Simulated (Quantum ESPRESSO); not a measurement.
CaF2 (changed cell): magnetic shieldings

```yaml
crystal:
  lattice:
    - [0.00000, 2.74423, 2.78561]
    - [2.74423, 0.00000, 2.78561]
    - [2.74423, 2.74423, 0.00000]
  atoms:
    - { symbol: Ca, position: [0.00000, 0.00000, 0.00000] }
    - { symbol: F, position: [0.75000, 0.75000, 0.75000] }
    - { symbol: F, position: [0.25000, 0.25000, 0.25000] }
```
The cell was made here from a computed Materials Project entry: strained by +1 % along the cube axis and by -0.5 % across it, atoms relaxed (PBE without dispersion, pw.x of a modified build of Quantum ESPRESSO, symmetry kept). The parent is CaF2 in Fm-3m. Stability against distortions was not tested.

Computed: shieldings by PBE GIPAW (Quantum ESPRESSO, JTH PAW datasets), 22.5 Ha, k-mesh 4×4×4 shifted, f-sum rule met within 0.001 %.

```csv
site,site symmetry,σ_iso (ppm),span Ω (ppm)
Ca (atom 1),4/mmm,1141,3
"F (atoms 2, 3)",-4m2,216,0
```

Ω = σ33 − σ11 of the symmetric part; where symmetry doesn't make it nil, it is less certain than σ_iso.

Shieldings are absolute and leave out the bulk-susceptibility term; a larger σ means a smaller chemical shift. By our sweeps, such settings leave a few ppm in absolute σ. PBE places the empty d or f states of Ca too low, which is known to distort σ on and beside such ions.
